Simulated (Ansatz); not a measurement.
P (simple cubic, space group No. 221) under volume change, the program Ansatz at the r²SCAN level (PAW), scaled uniformly.

| V (Å³/atom) | E − E(relaxed) (meV/atom) | P (GPa) |
|---|---|---|
| 13.111 | 53.8 | 14.51 |
| 13.543 | 22.8 | 8.67 |
| 13.975 | 5.4 | 4.16 |
| 14.407 | 0.0 | 0.00 |
| 14.839 | 4.9 | -3.50 |
| 15.272 | 18.3 | -6.22 |
| 15.704 | 37.7 | -8.37 |

Problem. What does a third-order Birch–Murnaghan fit give for V₀, B₀ and B′?

Solution. V₀ = 14.40 Å³/atom, B₀ = 122 GPa, B′ = 5.0.

Space group Pm-3m (simple cubic). This is a known high-pressure phase of the composition, computed here at zero pressure and temperature. Symmetry was held in the r²SCAN relaxation; phonons on a q-mesh show no instability.

Potentials: the later of the program's two PAW sets.
